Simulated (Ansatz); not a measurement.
BN (h-BN type, space group P6_3/mmc)

```cif
data_B2N2
_chemical_formula_sum 'B2 N2'
_space_group_name_H-M_alt 'P 1'
_space_group_IT_number 1
_cell_length_a 2.50045
_cell_length_b 2.50045
_cell_length_c 6.41121
_cell_angle_alpha 90.000
_cell_angle_beta 90.000
_cell_angle_gamma 120.000
loop_
_space_group_symop_operation_xyz
  'x, y, z'
loop_
_atom_site_label
_atom_site_type_symbol
_atom_site_fract_x
_atom_site_fract_y
_atom_site_fract_z
_atom_site_occupancy
B1 B 0.33333 0.66667 0.25000 1
B2 B 0.66667 0.33333 0.75000 1
N1 N 0.33333 0.66667 0.75000 1
N2 N 0.66667 0.33333 0.25000 1
```

The volume is varied about the relaxed value V₀ at fixed cell shape. Symmetry pins the atoms to their sites.

All values below come from PBEsol-D3(BJ) (plane waves to 420 eV, PAW, scalar-relativistic; Ansatz, an electronic-structure program). k mesh 16×16×6 (Γ-centred), Fermi-Dirac smearing 0.05 eV. Energies are smeared free energies. Compression counts positive. BN was relaxed with its symmetry unable to fall. ΔE is measured from the relaxed starting cell.

### Question
Give the computed ΔE (eV/atom) and P (GPa) at V/V₀ = 0.900, 0.920, 0.940, 0.960, 1.020.

### Answer
```json
[
 {"V/V₀": "0.900", "ΔE (eV/atom)": "0.0812", "P (GPa)": "32.6"},
 {"V/V₀": "0.920", "ΔE (eV/atom)": "0.0502", "P (GPa)": "24.7"},
 {"V/V₀": "0.940", "ΔE (eV/atom)": "0.0273", "P (GPa)": "17.6"},
 {"V/V₀": "0.960", "ΔE (eV/atom)": "0.0117", "P (GPa)": "11.2"},
 {"V/V₀": "1.020", "ΔE (eV/atom)": "0.0027", "P (GPa)": "-4.9"}
]
```

(A scan under strain: stresses follow from slopes of the energy per volume, elastic moduli from its curvatures.)
